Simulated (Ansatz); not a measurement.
Input:

Ti$_{3}$AlC:
```
CELL_PARAMETERS angstrom
      4.13998     0.00000     0.00000
      0.00000     4.13998     0.00000
      0.00000     0.00000     4.13998
ATOMIC_POSITIONS crystal
  Ti 0.50000 0.50000 0.00000
  Ti 0.00000 0.50000 0.50000
  Ti 0.50000 0.00000 0.50000
  Al 0.00000 0.00000 0.00000
  C  0.50000 0.50000 0.50000
```

This is the PBEsol-relaxed structure.

All from plane-wave PAW PBEsol (Ansatz code), unless another level is named. Estimate the Young's modulus.

255 GPa.

Predict the elastic constants (relaxed ions, GPa).

C11 = 336, C12 = 77.0, C44 = 88.2.

Next, the highest zone-centre frequency?

87.7 meV.

Space group Pm-3m (anti-perovskite). The first step of the workflow began from a Materials Project structure, measured or hypothetical; the Crystallography Open Database copy checked does not list it. Its standing as an ambient phase is unchecked. The cell was relaxed with PBEsol under the symmetry of its start; of distortions, only those at the zone centre were tested. The run is not spin-polarised. As this level gives no gap, shear constants depend on the k-mesh and smearing (Fermi–Dirac, 0.1 eV here).

Potentials: the earlier of the program's two PAW sets.
